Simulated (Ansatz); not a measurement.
Values for one crystal, relaxed and computed with the program Ansatz at the r²SCAN level (PAW); other levels are named.

- Volume per atom: 16.49 Å³
- Electronic character: metallic (no gap)
- Formation energy from the elements (no fitted shifts): -0.51 eV/atom
- Density of states at the Fermi level: 0.44 states/eV per atom (mean over ±0.08 eV)

Question: Pick the material that matches.
A. GdSe2, P4/nmm (Gd on 2c, Se on 2a, Se on 2c)
B. MnCuSe4, P2_1/c (Mn on 2a, Cu on 2d, Se on 4e, Se on 4e)
C. NiGe, Pnma (Ni on 4c, Ge on 4c)
D. ZrCuGe2, P4/nmm (Zr on 2c, Cu on 2b, Ge on 2a, Ge on 2c)

Answer: D, ZrCuGe2, P4/nmm (Zr on 2c, Cu on 2b, Ge on 2a, Ge on 2c)

The workflow started from a Materials Project entry (that database holds measured and hypothetical structures alike); the Crystallography Open Database copy checked does not list it. Whether it is the stable phase at ambient conditions was not checked. Symmetry was held in the r²SCAN relaxation; its stability against distortions is not shown here. The run is not spin-polarised. The references are the lowest solids computed at this level, not always the standard phases. Spin–orbit coupling is left out wherever it is not named.

Potentials: the later of the program's two PAW sets.
